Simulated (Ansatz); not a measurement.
Bi:
```
CELL_PARAMETERS angstrom
      2.26264     1.30633     3.88363
     -2.26264     1.30633     3.88363
      0.00000    -2.61267     3.88363
ATOMIC_POSITIONS crystal
  Bi 0.23667 0.23667 0.23667
  Bi 0.76333 0.76333 0.76333
```

Relaxed with PBEsol. Special points in fractions of this cell's reciprocal vectors: Γ (0.000, 0.000, 0.000); T (0.500, 0.500, 0.500); H2 (0.758, 0.242, 0.500); H0 (0.500, -0.242, 0.242); L (0.500, 0.000, 0.000); S0 (0.371, -0.371, 0.000); S2 (0.629, 0.000, 0.371); F (0.500, 0.000, 0.500).

Problem. List the band energies nearest the Fermi level at these points for PBEsol in the plane-wave PAW code Ansatz.

Solution. In eV from the Fermi level; about four levels below and three above (degenerate sets whole), none deeper than 8.9 eV; points with the same levels are listed once.

```
k                     below           above
--  -----------------------  --------------
Γ   -7.41 -1.51 -1.24 -1.24  2.73 3.05 3.05
T         -0.85 -0.53 -0.53  0.53 0.53 0.57
H2        -4.20 -4.14 -0.30  0.67 5.09 5.10
L   -1.17 -1.03 -0.28 -0.26  0.38 0.81 7.65
S0        -4.51 -2.55 -2.54  3.08 3.17 4.61
F         -4.87 -3.13 -2.99  2.40 5.05 5.40
```

Space group R-3m (A7 (α-As type)). Symmetry was held in the PBEsol relaxation. The Fermi level of a semimetal is unsure by some 0.05 eV on such meshes. Scalar-relativistic: spin–orbit coupling is off unless named, which matters more the heavier the elements.

Potentials: the earlier of the program's two PAW sets. The files were generated under PBE; for other functionals the program regenerates the frozen cores, and for LDA and PBEsol the local potential too.
